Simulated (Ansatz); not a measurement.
CsSnBr$_{3}$ (cubic perovskite, Pm-3m), PBEsol (plane waves, PAW; program Ansatz), all energies at zero smearing, with the estimated change up to a 700 eV cutoff added, with one set of potentials and settings (totals compare only within such a set). Cell of 5 atoms (1 Cs, 1 Sn, 3 Br): -19751.077 eV.

```csv
element,reference phase,E (eV/atom)
Cs,"P6_3/mmc, 2 atoms in the cell",-5585.7977
Sn,"I4_1/amd, 2 atoms in the cell",-5949.7830
Br,"Cmce, 4 atoms in the cell",-2736.4737
```

Formation energy per atom, worked out: (-19751.077 − 1×(-5585.7977) − 1×(-5949.7830) − 3×(-2736.4737))/5 = -1.215 eV/atom (-117 kJ per mol of atoms), at 0 K, without zero-point energy or fitted corrections.

The cell was relaxed with PBEsol under the symmetry of its start. The references are the lowest solids computed at this level, not always the standard phases. Spin–orbit coupling is left out wherever it is not named.

Potentials: the later of the program's two PAW sets.
